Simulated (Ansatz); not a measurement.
Relaxed-ion elastic tensor of Ti in space group P6/mmm (No. 191; Ti on 1a, Ti on 2d) in GPa (Voigt order), DFT-r²SCAN in the program Ansatz with PAW potentials; density 4.67 g/cm³, 17.02 Å³ per atom.

```csv
,1,2,3,4,5,6
1,208,84.3,52.7,0.0,0.0,0.0
2,84.3,208,52.7,0.0,0.0,0.0
3,52.7,52.7,265,0.0,0.0,0.0
4,0.0,0.0,0.0,62.8,0.0,0.0
5,0.0,0.0,0.0,0.0,62.8,0.0
6,0.0,0.0,0.0,0.0,0.0,61.7
```

Q: Is the crystal mechanically stable?

A: Yes: the smallest eigenvalue of C is 61.7 GPa.

Q: Work out the Voigt, Reuss and Hill averages.

A: K_V = 118, K_R = 118, K_H = 118; G_V = 70.2, G_R = 67.5, G_H = 68.8 GPa.

Q: Give Young's modulus, Poisson's ratio, Pugh's ratio and the universal anisotropy index.

A: E = 9KG/(3K + G) = 173 GPa; ν = 0.26; K/G = 1.71 (near the Pugh limit of 1.75, no verdict); A_U = 5G_V/G_R + K_V/K_R − 6 = 0.20.

Q: Estimate the sound speeds and the Debye temperature.

A: v_l = √((K + 4G/3)/ρ) = 6700 m/s, v_t = √(G/ρ) = 3840 m/s, mean 4260 m/s; Θ = (h/k)(3n/4πV)^(1/3) v_m = 494 K.

Q: Solve the Christoffel equation for the three sound speeds along x, y, z.

A: Eigenvalues of C_ijkl n_j n_l equal ρv². In km/s, slowest first: x 3.63, 3.67, 6.67; y 3.63, 3.67, 6.67; z 3.67, 3.67, 7.53.

Q: How much does each axis shrink under pressure?

A: Linear compressibilities β_i = Σ_j S_ij (j = 1 to 3): x 3.0, y 3.0, z 2.6 per TPa.

This is a known high-pressure phase of the composition, computed here at zero pressure and temperature. The r²SCAN relaxation kept the symmetry of its start; whether a distortion lowers the energy is not shown. No spin polarisation was allowed. As this level gives no gap, shear constants depend on the k-mesh and smearing (Fermi–Dirac, 0.1 eV here).

Potentials: the earlier of the program's two PAW sets. The files were generated under PBE; for other functionals the program regenerates the frozen cores, and for LDA and PBEsol the local potential too.
